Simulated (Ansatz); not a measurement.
TiAu (Pm-3m); total moment held at 0.37 μB.

```
Ti Au
1.0
     3.25400    0.00000    0.00000
     0.00000    3.25400    0.00000
     0.00000    0.00000    3.25400
Ti Au
1 1
Direct
  0.50000 0.50000 0.50000
  0.00000 0.00000 0.00000
```

The source of the geometry is a structure as deposited in COD; atoms and cell stay fixed.

Settings: PBEsol, 10×10×10 k mesh, Fermi–Dirac smearing of 0.05 eV. PAW means Ansatz 0.2.0 on its default frozen-core files. Site moments are integrated in spheres about the atoms. Start moments (μB): Ti1 0.37.

The self-consistent cycle went as follows.

```json
{"iteration": "1", "Harris–Foulkes energy less the last (meV)": "-10110.230", "density residual (eV)": "1.4e+02", "M (μB)": "0.3700", "∫|m| (μB)": "0.3751"}
{"iteration": "2", "Harris–Foulkes energy less the last (meV)": "-810.627", "density residual (eV)": "3.8e+00", "M (μB)": "0.3700", "∫|m| (μB)": "0.3700"}
{"iteration": "3", "Harris–Foulkes energy less the last (meV)": "-134.917", "density residual (eV)": "1.3e+00", "M (μB)": "0.3700", "∫|m| (μB)": "0.3702"}
{"iteration": "4", "Harris–Foulkes energy less the last (meV)": "-1.886", "density residual (eV)": "1.7e-01", "M (μB)": "0.3700", "∫|m| (μB)": "0.3706"}
{"iteration": "5", "Harris–Foulkes energy less the last (meV)": "-3.537", "density residual (eV)": "2.8e-02", "M (μB)": "0.3700", "∫|m| (μB)": "0.3709"}
{"iteration": "6", "Harris–Foulkes energy less the last (meV)": "-0.232", "density residual (eV)": "1.1e-03", "M (μB)": "0.3700", "∫|m| (μB)": "0.3712"}
{"iteration": "7", "Harris–Foulkes energy less the last (meV)": "-0.015", "density residual (eV)": "1.5e-04", "M (μB)": "0.3700", "∫|m| (μB)": "0.3712"}
{"iteration": "8", "Harris–Foulkes energy less the last (meV)": "-0.004", "density residual (eV)": "4.8e-06", "M (μB)": "0.3700", "∫|m| (μB)": "0.3712"}
{"iteration": "9", "Harris–Foulkes energy less the last (meV)": "0.000", "density residual (eV)": "1.8e-06", "M (μB)": "0.3700", "∫|m| (μB)": "0.3712"}
{"iteration": "10", "Harris–Foulkes energy less the last (meV)": "0.000", "density residual (eV)": "2.5e-08", "M (μB)": "0.3700", "∫|m| (μB)": "0.3712"}
{"iteration": "11", "Harris–Foulkes energy less the last (meV)": "0.000", "density residual (eV)": "7.5e-11", "M (μB)": "0.3700", "∫|m| (μB)": "0.3712"}
```

Site moments (μB): Ti1 0.27, Au2 0.03. Cell moment 0.37 μB.

The PAW files were made with PBE; the program remakes their cores once for the run's functional and then keeps them frozen. The Ansatz runs typed with the search for lower states off end where their start leads. Spin–orbit coupling is left out although heavy atoms are present. The magnetic state is the one that this cell and start allow. It needn't be the compound's measured order, which may need a larger cell or be absent.
